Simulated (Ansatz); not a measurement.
IrO$_{2}$ (rutile, space group No. 136) at seven volumes, the program Ansatz at the LDA level (PAW), shape and atoms relaxed at each. One row is withheld.

```csv
V (Å³/atom),P (GPa)
9.348,?
9.656,22.36
9.964,10.25
10.272,0.00
10.581,-8.66
10.889,-15.96
11.197,-22.08
```

Problem. Fit the shown pressures and predict the withheld one.

Solution. P = (3/2)B₀(x^(7/2) − x^(5/2))[1 + (3/4)(B′ − 4)(x − 1)] with x = (V₀/V)^(2/3). Least squares on the six rows gives V₀ = 10.272 Å³/atom, B₀ = 313 GPa, B′ = 4.66. At V = 9.348, x = 1.0649 and P = 36.77 GPa. The run itself gave 36.66 GPa.

Space group P4_2/mnm (rutile). The LDA relaxation kept the symmetry of its start; of distortions, only those at the zone centre were tested. The run is not spin-polarised. The volume moved by -18 % from the start of the relaxation. Scalar-relativistic: spin–orbit coupling is off unless named, which matters more the heavier the elements.

Potentials: the later of the program's two PAW sets.
